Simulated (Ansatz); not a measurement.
W₂N in space group P4/mmm (No. 123; W on 1a, W on 1d, N on 1c) at seven volumes, PBE (plane waves, PAW; program Ansatz), shape and atoms relaxed at each. One row is withheld.

| V (Å³/atom) | P (GPa) |
|---|---|
| 11.312 | 39.53 |
| 11.685 | 24.14 |
| 12.058 | 11.08 |
| 12.431 | 0.00 |
| 12.804 | -9.40 |
| 13.177 | -17.37 |
| 13.550 | ? |

Fit the shown pressures and predict the withheld one.

P = (3/2)B₀(x^(7/2) − x^(5/2))[1 + (3/4)(B′ − 4)(x − 1)] with x = (V₀/V)^(2/3). Least squares on the six rows gives V₀ = 12.431 Å³/atom, B₀ = 339 GPa, B′ = 4.45. At V = 13.550, x = 0.9442 and P = -24.13 GPa. The run itself gave -24.12 GPa.

The cell is a constructed one: a structure type filled with these elements; neither database checked (COD, Materials Project) lists it. Whether it is the stable phase at ambient conditions was not checked. The cell was relaxed with PBE under the symmetry of its start; its stability against distortions is not shown here. No spin polarisation was allowed. Scalar-relativistic: spin–orbit coupling is off unless named, which matters more the heavier the elements.

Potentials: the later of the program's two PAW sets.
